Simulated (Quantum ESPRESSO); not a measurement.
Re3Ag2TaNb2, input and log of a self-consistent run

A calculation, not a measurement. The program is pw.x of Quantum ESPRESSO 7.5 (plane-wave density functional theory). The cell is made up: eight metal atoms on a face-centred cubic lattice, with elements, volume, strain and displacements drawn at random and not relaxed, so it may be unstable or far from any real phase. PseudoDojo standard norm-conserving files set the functional (PBE unless stated); there is no spin polarisation or spin-orbit coupling, the Fermi-Dirac width of 0.25 eV means electrons at about 2900 K, and the masses in the input are unused placeholders. Heavy elements are run without spin-orbit coupling, which real alloys of them have. A spin test at this wide smearing found no moment, but such smearing suppresses magnetism that the real alloy may have.

Input:

```
&control calculation='scf', pseudo_dir='./dojo.nc.sr.pbe.v0_5.standard.upf', outdir='./o', disk_io='minimal', tprnfor=.true., tstress=.true. /
&system ibrav=0, nat=8, ntyp=4, nbnd=77, ecutwfc=82.02448710, nosym=.true., tot_charge=0,
 occupations='smearing', smearing='fd', degauss=0.0183746611
/
&electrons conv_thr=1.470e-08, electron_maxstep=70, mixing_beta=0.5 /
ATOMIC_SPECIES
Ag 1.0 Ag.upf
Nb 1.0 Nb.upf
Re 1.0 Re.upf
Ta 1.0 Ta.upf
CELL_PARAMETERS angstrom
-0.0283 4.1385 -0.0066
-4.0725 0.0349 -4.1496
-4.1043 0.0216 4.1814
ATOMIC_POSITIONS angstrom
Re -0.0608 -0.0764 0.0989
Ag -2.0261 0.0224 2.1621
Ag -2.0281 0.0898 -1.9704
Ta -4.1158 0.0713 -0.0951
Re -2.0715 2.069 0.027
Nb -4.0892 2.0262 2.1738
Re -4.0527 2.029 -2.0997
Nb -6.1321 2.1641 -0.0909
K_POINTS automatic
6 4 4 1 1 1
```

The log is shortened where brackets say so; the opening notice, blank lines, dates and the lines on written files are dropped, and the path of the files is cut. It prints rydbergs, bohrs and kilobars, and counts compression as positive stress. Its total energy is the free energy E - TS of the whole cell.

```
     Program PWSCF v.7.5
     Parallel version (MPI & OpenMP), running on       4 processor cores
     Number of MPI processes:                 4
     Threads/MPI process:                     1
     [start-up lines left out]
     bravais-lattice index     =            0
     lattice parameter (alat)  =       7.8208  a.u.
     unit-cell volume          =     951.1784 (a.u.)^3
     number of atoms/cell      =            8
     number of atomic types    =            4
     number of electrons       =       122.00
     number of Kohn-Sham states=           77
     kinetic-energy cutoff     =      82.0245  Ry
     charge density cutoff     =     328.0979  Ry
     scf convergence threshold =      1.5E-08
     mixing beta               =       0.5000
     number of iterations used =            8  plain     mixing
     Exchange-correlation= PBE
                           (   1   4   3   4   0   0   0)
     [axes and pseudopotential details left out]
   Cartesian axes
     site n.     atom                  positions (alat units)
         1        Re     tau(   1) = (  -0.0146910  -0.0184603   0.0238970  )
         2        Ag     tau(   2) = (  -0.4895614   0.0054125   0.5224228  )
         3        Ag     tau(   3) = (  -0.4900447   0.0216981  -0.4761028  )
         4        Ta     tau(   4) = (  -0.9944904   0.0172280  -0.0229788  )
         5        Re     tau(   5) = (  -0.5005313   0.4999273   0.0065239  )
         6        Nb     tau(   6) = (  -0.9880631   0.4895856   0.5252498  )
         7        Re     tau(   7) = (  -0.9792437   0.4902622  -0.5073452  )
         8        Nb     tau(   8) = (  -1.4816839   0.5229060  -0.0219639  )
     number of k points=    48  Fermi-Dirac smearing, width (Ry)=  0.0184
                       cart. coord. in units 2pi/alat
        k(    1) = (  -0.1259664   0.0824734  -0.0003492), wk =   0.0416667
        k(    2) = (  -0.2520247   0.0818087   0.1233614), wk =   0.0416667
     [further k points left out]
     Dense  grid:    95475 G-vectors     FFT dimensions: (  45,  64,  64)
     Estimated max dynamical RAM per process >     351.12 MB
     Estimated total dynamical RAM >       1.30 GB
     Initial potential from superposition of free atoms
     starting charge     121.9926, renormalised to     122.0000
     Starting wfcs are   80 randomized atomic wfcs
     total cpu time spent up to now is        6.0 secs
     per-process dynamical memory:   264.9 Mb
     Self-consistent Calculation
     iteration #  1     ecut=    82.02 Ry     beta= 0.50
     Davidson diagonalization with overlap
     ethr =  1.00E-02,  avg # of iterations =  3.1
     total cpu time spent up to now is       20.3 secs
     total energy              =   -1518.81106551 Ry
     estimated scf accuracy    <       2.31224708 Ry
     iteration #  2     ecut=    82.02 Ry     beta= 0.50
     Davidson diagonalization with overlap
     ethr =  1.90E-03,  avg # of iterations =  3.2
     total cpu time spent up to now is       35.5 secs
     total energy              =   -1517.94946345 Ry
     estimated scf accuracy    <      18.48191876 Ry
     iteration #  3     ecut=    82.02 Ry     beta= 0.50
     Davidson diagonalization with overlap
     ethr =  1.90E-03,  avg # of iterations =  2.6
     total cpu time spent up to now is       49.4 secs
     total energy              =   -1519.72165605 Ry
     estimated scf accuracy    <       3.28301681 Ry
     iteration #  4     ecut=    82.02 Ry     beta= 0.50
     Davidson diagonalization with overlap
     ethr =  1.90E-03,  avg # of iterations =  1.0
     total cpu time spent up to now is       60.0 secs
     total energy              =   -1519.96224830 Ry
     estimated scf accuracy    <       0.19468323 Ry
     iteration #  5     ecut=    82.02 Ry     beta= 0.50
     Davidson diagonalization with overlap
     ethr =  1.60E-04,  avg # of iterations =  2.0
     total cpu time spent up to now is       72.6 secs
     total energy              =   -1519.98136974 Ry
     estimated scf accuracy    <       0.06136761 Ry
     [iterations 6 to 14 left out]
     iteration # 15     ecut=    82.02 Ry     beta= 0.50
     Davidson diagonalization with overlap
     ethr =  6.42E-10,  avg # of iterations =  2.0
     total cpu time spent up to now is      204.9 secs
     total energy              =   -1519.99444516 Ry
     estimated scf accuracy    <       0.00000013 Ry
     iteration # 16     ecut=    82.02 Ry     beta= 0.50
     Davidson diagonalization with overlap
     ethr =  1.04E-10,  avg # of iterations =  2.0
     total cpu time spent up to now is      217.3 secs
     total energy              =   -1519.99444517 Ry
     estimated scf accuracy    <       0.00000011 Ry
     iteration # 17     ecut=    82.02 Ry     beta= 0.50
     Davidson diagonalization with overlap
     ethr =  8.91E-11,  avg # of iterations =  2.0
     total cpu time spent up to now is      229.1 secs
     total energy              =   -1519.99444518 Ry
     estimated scf accuracy    <       0.00000004 Ry
     iteration # 18     ecut=    82.02 Ry     beta= 0.50
     Davidson diagonalization with overlap
     ethr =  3.19E-11,  avg # of iterations =  2.0
     total cpu time spent up to now is      240.9 secs
     total energy              =   -1519.99444518 Ry
     estimated scf accuracy    <       0.00000003 Ry
     iteration # 19     ecut=    82.02 Ry     beta= 0.50
     Davidson diagonalization with overlap
     ethr =  2.49E-11,  avg # of iterations =  1.0
     total cpu time spent up to now is      251.5 secs
     End of self-consistent calculation
     [lines on levels left out]
!    total energy              =   -1519.99444518 Ry
     estimated scf accuracy    <          2.9E-09 Ry
     smearing contrib. (-TS)   =      -0.10247040 Ry
     internal energy E=F+TS    =   -1519.89197478 Ry
     The total energy is F=E-TS. E is the sum of the following terms:
     one-electron contribution =    -413.92907354 Ry
     hartree contribution      =     272.36904326 Ry
     xc contribution           =    -277.59892584 Ry
     ewald contribution        =   -1100.73301866 Ry
     convergence has been achieved in  19 iterations
     Forces acting on atoms (cartesian axes, Ry/au):
     atom    1 type  3   force =     0.00200380    0.00421094    0.00727155
     atom    2 type  1   force =    -0.02026283   -0.00817079   -0.05033292
     atom    3 type  1   force =     0.00396633   -0.03533694   -0.03143459
     atom    4 type  4   force =     0.06716787   -0.01378022    0.01857229
     atom    5 type  3   force =     0.00372633    0.00899569    0.01303271
     atom    6 type  2   force =    -0.01987798    0.03026050   -0.00244817
     atom    7 type  3   force =    -0.01225038    0.03235561   -0.01586258
     atom    8 type  2   force =    -0.02447315   -0.01853480    0.06120172
     Total force =     0.134545     Total SCF correction =     0.000127
     Computing stress (Cartesian axis) and pressure
          total   stress  (Ry/bohr**3)                   (kbar)     P=     -112.23
  -0.00069644   0.00010899   0.00008145         -102.45       16.03       11.98
   0.00010899  -0.00075005   0.00002065           16.03     -110.34        3.04
   0.00008145   0.00002065  -0.00084220           11.98        3.04     -123.89
     init_run     :      5.53s CPU      5.76s WALL (       1 calls)
     electrons    :    240.31s CPU    245.54s WALL (       1 calls)
     forces       :      2.59s CPU      2.59s WALL (       1 calls)
     stress       :      9.21s CPU      9.21s WALL (       1 calls)
     [timing details left out]
     PWSCF        :   4m17.87s CPU   4m23.35s WALL
     JOB DONE.
```

In other units: free energy -20680.578 eV for the cell, pressure -11.22 GPa, largest force component 1.727 eV/Å in size. The run took 265 s of wall time with four MPI processes on a shared machine (Intel Xeon, 2023 or later, virtual cores), so the time is rough. A rerun of this cell at a higher cutoff and on a denser mesh moved values by no more than 0.005 eV in energy, 0.12 GPa in stress and 0.016 eV/Å in force, and a second program with other atomic files agreed on that cell to 2 % rms in force and 0.5 GPa in pressure.